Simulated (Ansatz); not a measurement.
# Notes on Ba₂LuCu₃O₆

```xyz
12
Lattice="3.9267 0.0024 -0.0311 0.0024 3.9326 0.0066 -0.0960 0.0203 12.2129" Properties=species:S:1:pos:R:3 pbc="T T T"
O     0.0571    3.8974    1.8227
O     3.8389    3.9445   10.3671
Cu    3.8845    3.9286    4.4683
Cu    3.8393    3.9291    7.6965
Lu    1.9692    2.0467    6.1508
Ba    1.9602    2.0086    2.4405
Ba    1.9220    2.0271    9.8144
Cu    3.7933    3.9043   12.1652
O     3.8890    1.9630    4.5795
O     1.9657    0.0827    4.6492
O     3.8631    2.0934    7.5665
O     1.8730    3.9256    7.6627
```

Level: m-r2SCAN, with U_eff = 6.03 eV on Cu d (all-electron-ortho-atomic projectors), no spin polarisation; 500 eV; 5×5×2 (shifted by 0.5, 0.5, 0.5 steps) mesh; fermi-dirac occupations (width 0.1 eV); Ansatz 0.2.0, fixed geometry.

(1) Where is the largest force?

(2) What happens at the Fermi level?

(3) Is the cell too large or too small?

(4) Describe some of the short contacts.

Origin: a strained cell with displaced atoms, so it need not be a known compound. Caveats: many states at the Fermi level without spin polarisation, so a magnetic state may lie lower; the k mesh is coarse if the cell is a metal; a Hubbard term without moments, so a magnetic state may lie lower; atoms or cell far from equilibrium; m-r2SCAN is r2SCAN with a changed spin dependence that lowers moments.

Answers

(1) The largest is on O11: 2.16 eV/Å, components (-0.13, -1.99, -0.83). It makes 161° with the line to a nearest neighbour, Cu4 at 1.84 Å, pointing away from it.

(2) It is a metal, with about 3.6 states/eV a cell as the mean within 0.25 eV of the Fermi level, mostly O p (59 %) and Cu d (33 %).

(3) The pressure is -6.5 GPa (compression positive), so with the atoms held at these fractions the cell would first shrink; the forces are large, so a full relaxation may end otherwise.

(4) O–Cu at 1.80 Å: least valence density 0.94 e/Å³ and ELF 0.25 there. Lu–O at 2.37 Å: least valence density 0.36 e/Å³ and ELF 0.14 there. Ba–O at 2.75 Å: least valence density 0.20 e/Å³ and ELF 0.10 there. These are pseudo-fields; inside the PAW spheres they differ from the all-electron ones.
